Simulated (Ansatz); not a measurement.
## Trial structures of MgBe2S3: starts and ends

Method: Ansatz 0.2.0, DFT PBE, scalar-relativistic, plane waves, PAW. All cells share a 420 eV cutoff and Γ-centred k meshes spaced at most about 0.3 Å⁻¹ (about 0.25 or finer for metals, 2π included). No spin polarisation in the final relaxations.

Each guess was relaxed in cell and atoms at zero pressure, within the symmetry of its start. These are static total energies at zero pressure. Coordination counts S atoms around Be and Mg (those within 1.25 times the shortest such distance or 1.15 times the sum of covalent radii; a plus sign parts nearer from farther groups; the shortest distance is added where it is long for a bond).

```tsv
guess	made from	start group	V start (Å³/atom)	end group	V end (Å³/atom)	coordination at the end	gap on mesh (eV)	E over the lowest end (meV/atom)
1	Zr2CuSb3 type	P-4m2	16.7	?	?	?	?	?
2	TbCu2Ni3 type	P6/mmm	17.0	P6/mmm	16.4	Mg 12 from 3.4 Å, Be 6	0	771
3	LaAl2Cu3 type	Cmmm	17.1	Cmmm	16.9	Mg 6, Be 4	0	347
4	random cell	P4/mmm	16.4	P4/mmm	21.0	Mg 8 from 2.9 Å, Be 2	0	1008
5	NaNi2O3 type	P-3m1	15.2	P-3m1	14.1	Mg 6, Be 6	1.51	0
```

Guess 1 as it starts:

```cif
data_structure
_symmetry_space_group_name_H-M 'P-4m2'
_symmetry_Int_Tables_number 115
_cell_length_a 3.5705
_cell_length_b 3.5705
_cell_length_c 7.8660
_cell_angle_alpha 90.000
_cell_angle_beta 90.000
_cell_angle_gamma 90.000
_cell_volume 100.28
loop_
_atom_site_label
_atom_site_type_symbol
_atom_site_symmetry_multiplicity
_atom_site_Wyckoff_symbol
_atom_site_fract_x
_atom_site_fract_y
_atom_site_fract_z
_atom_site_occupancy
Mg1 Mg 1 a 0.00000 0.00000 0.00000 1
Be1 Be 2 g 0.00000 0.50000 0.73761 1
S1 S 1 b 0.50000 0.50000 0.00000 1
S2 S 2 g 0.00000 0.50000 0.37863 1
```

Q: Fill in the missing row: what does this guess relax into, and where does it rank?

A: It ends in space group P-4m2 (No. 115), with a = 3.344 Å, c = 11.396 Å, 21.2 Å³/atom and a gap of 1.01 eV. It lies 107 meV/atom over the lowest end, above guess 5 and below guess 3. Counting S atoms around Be and Mg, this end has Mg 4, Be 1+4 and the lowest (guess 5) has Mg 6, Be 6.

```cif
data_structure
_symmetry_space_group_name_H-M 'P 1'
_symmetry_Int_Tables_number 1
_cell_length_a 3.3436
_cell_length_b 3.3436
_cell_length_c 11.3963
_cell_angle_alpha 90.000
_cell_angle_beta 90.000
_cell_angle_gamma 90.000
_cell_volume 127.40
loop_
_atom_site_label
_atom_site_type_symbol
_atom_site_fract_x
_atom_site_fract_y
_atom_site_fract_z
_atom_site_occupancy
Mg1 Mg 0.00000 0.00000 0.00000 1
Be1 Be 0.00000 0.50000 0.56965 1
Be2 Be 0.50000 0.00000 0.43035 1
S1 S 0.50000 0.50000 0.00000 1
S2 S 0.00000 0.50000 0.38875 1
S3 S 0.50000 0.00000 0.61125 1
```

Formation energies are uncorrected and refer to the elements' standard structures at the same level.

Q: Is the lowest end bound against the elements?

A: Yes: its formation energy is −0.771 eV/atom. Whether it is stable depends on the other phases of the system, which aren't compared here.

Weakly bound directions are ill-defined at this level, which has no dispersion term (P-4m2, P4/mmm), and this can change margins and order among such cells. Kohn–Sham gaps at this level usually fall short of measured ones. The reference form of S is held partly by dispersion forces, which this level lacks. Cells relaxed within their symmetry can be saddle points. A lower structure may well exist outside this small set. Some structure types and database cells were kept out of the candidates from the start, so a known form may be missing.
